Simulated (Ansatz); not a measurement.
PbS:
```cif
data_Pb4S4
_chemical_formula_sum 'S4 Pb4'
_space_group_name_H-M_alt 'F-43m'
_space_group_IT_number 216
_space_group_name_Hall 'F -4 2 3'
_cell_length_a 6.64752
_cell_length_b 6.64752
_cell_length_c 6.64752
_cell_angle_alpha 90.000
_cell_angle_beta 90.000
_cell_angle_gamma 90.000
loop_
_atom_site_label
_atom_site_type_symbol
_atom_site_symmetry_multiplicity
_atom_site_Wyckoff_symbol
_atom_site_fract_x
_atom_site_fract_y
_atom_site_fract_z
_atom_site_occupancy
S1 S 4 c 0.25000 0.25000 0.25000 1
Pb1 Pb 4 a 0.00000 0.00000 0.00000 1
```
(The calculation used a cell of 2 atoms; values per cell refer to that cell.)

Relaxed with PBE. Plane-wave PAW PBE (Ansatz code) gives a gap of 0.84 eV.

**Question.** What gap does HSE06 give on the same cell (Ansatz, PAW)?

**Answer.** 1.35 eV, 0.50 eV more. The hybrid was solved on a coarser mesh and at special points; its gap is the smallest among all of these.

```
k  v1 PBE  c1 PBE  v1 HSE06  c1 HSE06
-  ------  ------  --------  --------
Γ   -1.66    2.50         …         …
X   -0.45    0.84     -0.50      1.35
L   -1.88    3.19         …         …
W    0.00    2.58         …         …
K   -0.32    1.86         …         …
```

**Question.** Top valence (v1) and lowest conduction level (c1) in eV from each method's valence maximum (which need not be a listed point): supply the withheld HSE06 values.

**Answer.** 
- K, v1 HSE06: -0.33
- K, c1 HSE06: 2.41
- W, v1 HSE06: 0.00
- W, c1 HSE06: 3.23
- L, v1 HSE06: -2.00
- L, c1 HSE06: 3.87
- Γ, v1 HSE06: -1.95
- Γ, c1 HSE06: 3.13

Cost on shared cores: the PBE run (SCF on a 7×7×7 mesh, then bands and DOS) roughly 28 core-seconds, the HSE06 run (SCF on 5×5×5, then a few points) around 110 core-seconds (rough); the tasks are unlike.

A made-up cell: these elements were put on the sites of a structure type; neither database checked (COD, Materials Project) lists it. It is not the phase usual at ambient conditions (space group No. 225). The PBE relaxation kept the symmetry of its start. At this level the phase is mechanically unstable. Scalar-relativistic: spin–orbit coupling is off unless named, which matters more the heavier the elements.

Potentials: the later of the program's two PAW sets.
